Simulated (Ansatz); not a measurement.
Total density of states per atom from PBEsol (plane waves, PAW; program Ansatz), in 0.25 eV bins, energy from the Fermi level:

(E (eV), states/eV/atom): (-7.85, 0.00); (-7.60, 0.00); (-7.35, 1.00); (-7.10, 3.73); (-6.85, 1.04); (-6.60, 0.08); (-6.35, 0.18); (-6.10, 0.38); (-5.85, 0.45); (-5.60, 0.30); (-5.35, 0.36); (-5.10, 0.55); (-4.85, 0.67); (-4.60, 0.78); (-4.35, 0.72); (-4.10, 0.65); (-3.85, 0.66); (-3.60, 1.15); (-3.35, 0.98); (-3.10, 1.11); (-2.85, 1.03); (-2.60, 0.70); (-2.35, 0.75); (-2.10, 0.74); (-1.85, 0.65); (-1.60, 0.38); (-1.35, 0.55); (-1.10, 0.59); (-0.85, 1.23); (-0.60, 0.74); (-0.35, 0.38); (-0.10, 0.33); (0.15, 0.01); (0.40, 0.03); (0.65, 0.10); (0.90, 0.30); (1.15, 0.64); (1.40, 0.75); (1.65, 0.96); (1.90, 1.24); (2.15, 1.46); (2.40, 0.40); (2.65, 0.38); (2.90, 0.45); (3.15, 0.76); (3.40, 0.47); (3.65, 0.13); (3.90, 0.13); (4.15, 0.20); (4.40, 0.27); (4.65, 0.32)

**Question.** Which of these materials gives this?
A. MgSc2S4, spinel
B. Zn, hcp (Mg type)
C. Lu2MnS4, spinel
D. ZnCr2S4, spinel

**Answer.** D, ZnCr2S4, spinel. Within 0.5 eV of the Fermi level: Cr 3d 55 %, S 3p 40 %. Projections are on Löwdin-orthogonalised atomic valence shells; empty p or d shells of many metals are not among them.

Space group Fd-3m (spinel). The workflow started from an entry of the Crystallography Open Database (COD). Whether it is the stable phase at ambient conditions was not checked. The cell was relaxed with PBEsol under the symmetry of its start; whether a distortion lowers the energy is not shown. Spin order of the final state: ferromagnetic, chosen from 2 collinear starts compared on coarse meshes (ties went to the first, and starts can fall back to one state), not a proven ground state. No Hubbard U is applied. The compound may be a true metal, but semilocal functionals without U, or a wrong spin order, can also close a gap.

Potentials: the later of the program's two PAW sets.
